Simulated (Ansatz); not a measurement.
The relaxed structure here is a generated cell of Ru: the first start was made by placing the elements on the sites of a structure type, and the end was not matched to a known phase here, so it may be hypothetical. Known forms of Ru include space group No. 194.

A relaxed cell of Ru (Pm-3m (No. 221)), relaxed on a k-mesh at least as fine as the one used below. The numbers are results of r2SCAN (plane waves to 500 eV, PAW, scalar-relativistic; Ansatz, a quantum-chemistry and plane-wave program), not measurements. Γ-centred k-mesh 13×13×13 on the run's cell (coarser than for final values), Fermi–Dirac smearing 0.05 eV.

```
Ru
1.0
    4.98188     0.00000     0.00000
    2.49094     2.49094     0.00000
    0.00000     0.00000     2.49094
Ru
2
Cartesian
  0.00000   0.00000   0.00000
  2.49094   0.00000   0.00000
```

The atoms are displaced along an unstable phonon of this cell by (Å):

```json
[
 {"atom": "Ru1", "ux": "0.000", "uy": "0.000", "uz": "0.150"},
 {"atom": "Ru2", "ux": "0.000", "uy": "0.000", "uz": "-0.150"}
]
```

Q: What forces (eV/Å) and pressure result?

A: 
| atom | Fx | Fy | Fz |
|---|---|---|---|
| Ru1 | 0.00 | 0.00 | 0.16 |
| Ru2 | 0.00 | 0.00 | -0.16 |

Pressure -1.1 GPa.

The undisplaced cell is probably no minimum: from this displacement the run went on to I4/mmm (No. 139), 0.58 eV/atom below it.

No spin polarisation in the result.
